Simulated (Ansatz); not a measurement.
Cu:
```
CELL_PARAMETERS angstrom
      0.00000     1.75898     1.75898
      1.75898     0.00000     1.75898
      1.75898     1.75898     0.00000
ATOMIC_POSITIONS crystal
  Cu 0.00000 0.00000 0.00000
```

Relaxed with LDA. Special points in fractions of this cell's reciprocal vectors: Γ (0.000, 0.000, 0.000); X (0.500, 0.000, 0.500); U (0.625, 0.250, 0.625); K (0.375, 0.375, 0.750); L (0.500, 0.500, 0.500); W (0.500, 0.250, 0.750).

Question: List the band energies nearest the Fermi level at these points for plane-wave PAW LDA (Ansatz code).

Answer: In eV from the Fermi level; about four levels below and three above (degenerate sets whole), none deeper than 8.9 eV; … stands for higher levels left out; points with the same levels are listed once.

| k | below | above |
|---|---|---|
| Γ | -3.29 -3.29 -3.29 -2.32 -2.32 | … |
| X | -4.88 -1.69 -1.51 -1.51 | 1.40 … |
| U | -4.48 -3.00 -2.17 -1.74 | 4.53 … |
| L | -3.32 -3.32 -1.67 -1.67 -1.25 | … |
| W | -3.87 -3.87 -2.38 -1.51 | … |

Space group Fm-3m (fcc (Cu type)). Symmetry was held in the LDA relaxation. No spin polarisation was allowed.

Potentials: the earlier of the program's two PAW sets. The files were generated under PBE; for other functionals the program regenerates the frozen cores, and for LDA and PBEsol the local potential too.
